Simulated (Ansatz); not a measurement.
SnOS (Janus 2H monolayer), 3 atoms and 26 valence electrons in a cell of about 283 Å³, was run 10 times in Ansatz 0.2.0, each time on 4 threads of Arm Neoverse N1 (shared host). The times are single readings and vary with the host's load.

| run | k mesh | irreducible k | cutoff (eV) | plane waves | bands | SCF iterations | wall time | peak host memory (GiB) |
| --- | --- | --- | --- | --- | --- | --- | --- | --- |
| relaxation, PBE | 12×12×1 | 19 | 420 | 5703 | 17 | 84 | 43 s | 0.54 |
| relaxation, r2SCAN | 12×12×1 | 19 | 500 | 7091 | 17 | 39 | ? | ? |
| bands, PBE | 12×12×1 | 19 | 420 | 5619 | 17 | 8 | ? | ? |
| single point, r2SCAN | 12×12×1 | 19 | 500 | 7091 | 17 | 9 | 18 s | 0.99 |
| single point, HSE06 | 6×6×1 | 7 | 420 | 5619 | 17 | 27 | ? | ? |
| single point, PBE+SOC | 12×12×1 | 19 | 420 | 5619 | 34 | 11 | 39 s | 1.3 |
| single point, LDA | 12×12×1 | 19 | 420 | 5619 | 17 | 8 | 6.5 s | 0.51 |
| relaxation, PBEsol | 12×12×1 | 19 | 420 | 5583 | 17 | 41 | ? | ? |
| relaxation, LDA | 12×12×1 | 19 | 420 | 5487 | 17 | 54 | ? | ? |
| relaxation, HSE06 | 6×6×1 | 7 | 420 | 5583 | 17 | 103 | 7 min | 3.4 |

Question: What time and memory did the runs marked ? need?

Answer:
```
                run  wall time  peak host memory (GiB)
    relaxation, LDA       36 s                    0.53
         bands, PBE      8.6 s                    0.55
 relaxation, PBEsol       22 s                    0.55
single point, HSE06    2.6 min                     3.3
 relaxation, r2SCAN       59 s                       1
```

Only the levels marked +SOC include spin-orbit coupling.
